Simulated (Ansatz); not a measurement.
Data:

Starting cell, CuI (zinc blende):

```yaml
crystal:
  lattice:
    - [0.00000, 6.02303, 6.02303]
    - [3.01151, 0.00000, 3.01151]
    - [3.01151, 3.01151, 0.00000]
  atoms:
    - { symbol: I, position: [0.37500, 0.75000, 0.75000] }
    - { symbol: I, position: [0.87500, 0.75000, 0.75000] }
    - { symbol: Cu, position: [0.00000, 0.00000, 0.00000] }
    - { symbol: Cu, position: [0.50000, 0.00000, 0.00000] }
```

Scan: atom 2 (I, nearest neighbour Cu at 2.608 Å; its periodic images, 4.3 Å or more away, move with it) is displaced towards the nearest neighbour, direction (0.577, 0.577, 0.577) in Cartesian axes, by s. The other atoms stay.

All values below come from r2SCAN (plane waves to 500 eV, PAW, scalar-relativistic; Ansatz, an electronic-structure program). k mesh 4×8×8 (Γ-centred), Fermi-Dirac smearing 0.05 eV. The energy includes the smearing's −TS. CuI is run without spin polarisation. CuI was relaxed with its symmetry unable to fall. Spin-orbit coupling is left out, though I is heavy. ΔE is measured from the undisplaced structure.

The scan covers s from -0.260 to 0.260 Å in 11 points.

Question: Is this a single well or a double well?

Answer: A single well with its minimum at or next to zero displacement.

Question: Is the energy the same for displacements of ±0.260 Å, and if not, which side lies higher?

Answer: Not even: the positive side lies higher at ±0.260 Å. With its periodic images moving along, the atom's site symmetry in this cell is 3m.

Question: What force acts on the atom along the line at s = -0.260 Å?

Answer: 0.540 eV/Å.

Question: What is the energy change at s = 0.260 Å?

Answer: 180.7 meV/cell.

Question: What is the force constant k = d²E/ds² of this move at s = 0?

Answer: 3.55 eV/Å².

(For displaced atoms, the force is minus the slope of the energy, and its curvature is a force constant, which sets phonon frequencies.)
